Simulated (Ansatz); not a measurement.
PtSe₂ under strain — electric field gradients

The cell is a COD entry, relaxed with PBE at fixed cell and then changed (z stretched by 1 %, ions relaxed).

```
CELL_PARAMETERS angstrom
3.72780 0.00000 0.00000
-1.86390 3.22837 0.00000
0.00000 0.00000 5.08161
ATOMIC_POSITIONS crystal
Pt 0.00000 0.00000 0.00000
Se 0.33333 0.66667 0.25813
Se 0.66667 0.33333 0.74187
```

Atom numbers follow the list; atoms alike are taken as one site, whose name carries the number of the first.

The numbers come from a DFT calculation in Ansatz (PBE, plane waves and PAW, scalar-relativistic, 420 eV cutoff, Γ-centred 14×14×9 k-points, Fermi–Dirac smearing 0.05 eV).

Conventions: |V_zz| ≥ |V_yy| ≥ |V_xx|, η = (V_xx − V_yy)/V_zz, C_Q = eQV_zz/h.

**Question.** Which values are expected at the nuclei?

**Answer.** 

| site | atoms (order as listed) | first shell | V_xx, V_yy, V_zz (10²¹ V/m²) | η | C_Q (MHz) |
| --- | --- | --- | --- | --- | --- |
| Pt | 1 | 6 Se at 2.52 Å | -4.37, -4.37, 8.74 | 0.00 | – |
| Se | 2, 3 | 3 Pt at 2.52 Å; also 3 Se at 3.27 Å | 1.59, 1.59, -3.17 | 0.00 | – |

An axis of threefold or higher order runs through Pt and Se, so V_zz lies along it and η is zero.

Pt, Se have no stable isotope with a ground-state quadrupole moment in the table, so no C_Q is given.

With no gap above 0.1 eV, as in a metal, the gradients converge slowly in k; expect changes of a tenth or more on a denser mesh. Spin–orbit coupling is left out, which shifts gradients on Pt by a few per cent in wide-gap crystals, and can shift them far more where the calculated gap is small or absent, as here.

The relaxation (5 steps) took 51 s of wall time (51 s of CPU time) and 0.67 GiB at its peak, on 1 thread of Intel Xeon Platinum 8488C (Sapphire Rapids) (x86_64; 16 cores open to the job, memory cap 3.0 GiB, no GPU), a shared host with a load of 0.3 a core.
